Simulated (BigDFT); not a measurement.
Input and output of a self-consistent single point for Zn(Br) (BrZn) (BigDFT).

Level of theory: PBE, Daubechies wavelet basis, HGH (Krack) norm-conserving potentials made for PBE, isolated boundary conditions (BigDFT).

SMILES: [Br][Zn]
```xyz
2

Zn    -0.8080    -0.6068    -0.6884
Br     0.8080     0.6068     0.6884
```
Charge 0, spin multiplicity 2.

Reference input (self-consistent single point, DFT, PBE, Daubechies wavelet basis, HGH (Krack) norm-conserving potentials made for PBE, isolated boundary conditions): basis = Daubechies wavelets; dft.hgrids = 0.363 bohr; dft.rmult = 7 8; dft.ixc = 11; dft.nspin = 2; dft.mpol = 1; potentials = built-in HGH-K PBE; boundary_conditions = free; dft.gnrm_cv = 1e-04; dft.itermax = 80; dft.idsx = 6; dft.nrepmax = 3. This run's input differs from it in these lines:

```diff
@@ -2,4 +2,4 @@
 dft:
-  hgrids: 0.363
-  rmult: [7, 8]
+  hgrids: 0.417
+  rmult: [5, 7]
   ixc: 11
```

Output, abridged:

```
  #------------------------------------------------------------------- Self-Consistent Cycle
 Ground State Optimization:
 - Hamiltonian Optimization: &itrp001
   - Subspace Optimization: &itrep001-01
       Wavefunctions Iterations:
 iter:  1, EKS: -7.36820312233657546E+01, gnrm:  1.70E-01, D:  1.12E-01,
 iter:  2, EKS: -7.37741899245668264E+01, gnrm:  4.85E-02, D: -9.22E-02,
 iter:  3, EKS: -7.37928927899260430E+01, gnrm:  2.82E-02, D: -1.87E-02,
 iter:  4, EKS: -7.38003186792905694E+01, gnrm:  1.57E-02, D: -7.43E-03,
 iter:  5, EKS: -7.38029093065953674E+01, gnrm:  6.91E-03, D: -2.59E-03,
 iter:  6, EKS: -7.38034956827052042E+01, gnrm:  3.64E-03, D: -5.86E-04,
 iter:  7, EKS: -7.38036111021553438E+01, gnrm:  1.82E-03, D: -1.15E-04,
 iter:  8, EKS: -7.38036437718544960E+01, gnrm:  9.15E-04, D: -3.27E-05,
 iter:  9, EKS: -7.38036563920853013E+01, gnrm:  4.73E-04, D: -1.26E-05,
 iter:  10, EKS: -7.38036610434126032E+01, gnrm:  3.08E-04, D: -4.65E-06,
 iter:  11, EKS: -7.38036628012869471E+01, gnrm:  2.17E-04, D: -1.76E-06,
 iter:  12, EKS: -7.38036634681444355E+01, gnrm:  1.22E-04, D: -6.67E-07,
 iter:  13, EKS: -7.38036637240528535E+01, gnrm:  8.07E-05, D: -2.56E-07,
       -  &FINAL001  { #---------------------------------------------------------- iter: 14
 iter:  14, EKS: -7.38036639067828730E+01, gnrm:  8.07E-05, D: -1.83E-07,  #FINAL
       Total magnetization             :  1.000000
        #Eigenvalues and New Occupation Numbers
       Orbitals: [
   [... 7 lines left out ...]
 Last Iteration                        : *FINAL001
  #---------------------------------------------------------------------- Forces Calculation
 Total electronic charge               :  18.999982301439
 Electric Dipole Moment (AU):
   P vector                            :  [ -7.097539E-01, -5.348432E-01, -6.063893E-01 ]
   norm(P)                             :  1.07587905E+00
 Electric Dipole Moment (Debye):
   P vector                            :  [ -1.804014E+00, -1.359436E+00, -1.541288E+00 ]
   norm(P)                             :  2.73461153E+00
 BigDFT infocode                       :  0
   [... lines left out ...]
  #-------------------------------------------------------------------- Atomic Forces (Ha/Bohr)
 Atomic Forces (Ha/Bohr):
 -  {Zn: [ 1.371490083561E-02,  1.029975473644E-02,  1.168482392974E-02]} # 0001
 -  {Br: [-1.371490083561E-02, -1.029975473644E-02, -1.168482392974E-02]} # 0002
 Energy (Hartree)                      : -7.38036639067828730E+01
 Force Norm (Hartree/Bohr)             :  2.93502491584150850E-02
```

The run converged in 14 iterations. Against the reference run the free energy rises by 1.15 eV/atom and the largest force goes from 0.853 to 1.067 eV/Å.

The grid can part forces that symmetry would make equal. Forces above 1 eV/Å remain at this geometry. This run is one point of a test of settings, so its values need not be converged; read them against the reference run alone. The geometry comes from a cheaper method or was typed, in some cases with atoms then moved at random; it is not relaxed at this level, and the species need not be a known compound. A coarse multiplier of 5 or less cuts the tails of heavy atoms' orbitals, which raises levels. At such grid spacings the totals of these hard atoms are unconverged, and differences carry grid noise.

Cost on one core: roughly 40 core-seconds.
